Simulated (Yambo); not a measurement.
**Na₂CO₃: lowest vertical excitons**

```xyz
12
Lattice="4.5885 -2.6427 0.0000 4.5885 2.6427 0.0000 -0.6233 0.0000 6.2542" Properties=species:S:1:pos:R:3 pbc="T T T"
C      2.5611     0.0000     4.7207
C      5.9927     0.0000     1.5335
O      3.1995    -1.1278     4.6258
O      5.3542     1.1278     1.6284
O      5.3542    -1.1278     1.6284
O      3.1995     1.1278     4.6258
O      1.2750     0.0000     4.9304
O      7.2787     0.0000     1.3238
Na     0.0000     0.0000     0.0000
Na    -0.3117     0.0000     3.1271
Na     2.8511     0.0000     1.4301
Na     5.7026     0.0000     4.8240
```

The geometry is that of Materials Project entry mp-1101899, symmetrised and not relaxed again.

BSE in Yambo on PBEsol (Quantum ESPRESSO, PseudoDojo norm-conserving, 88 Ry, scalar-relativistic) bands: 4×4×4 mesh, 15 valence and 8 conduction bands, static screening with 96 bands and a 3 Ry block, scissor 2.85 eV, Tamm-Dancoff; field along x.

| state | energy (eV) | states within 2 meV | relative strength | class | main transitions |
|---|---|---|---|---|---|
| 1 | 3.98 | 1 | < 0.01 | dark | several band pairs |
| 2 | 3.98 | 1 | < 0.01 | dark | several band pairs |
| 3 | 4.84 | 1 | < 0.01 | dark | VB → CB (84 %) |
| 4 | 4.90 | 1 | < 0.01 | dark | VB−1 → CB (82 %) |
| 5 | 5.58 | 1 | < 0.01 | dark | VB → CB (91 %) |
| 6 | 5.66 | 1 | < 0.01 | dark | VB−1 → CB (86 %) |
| 7 | 5.67 | 1 | < 0.01 | dark | several band pairs |
| 8 | 5.69 | 1 | < 0.01 | dark | several band pairs |

These are vertical excitations (zero momentum). The direct quasiparticle gap on this mesh is 6.14 eV; counted from there, state 1 is bound by 2.17 eV. On a 2×2×2 mesh the same difference is 2.18 eV.

Spin singlets only. Strengths are relative to the strongest of the lowest states of this run; strong means a line over 3 % of the spectrum's maximum, dark under 0.03 %. Absolute energies carry the error of the G0W0 scissor, whose convergence isn't established; the long-wavelength screening was taken along (1,1,1) although the crystal is anisotropic.
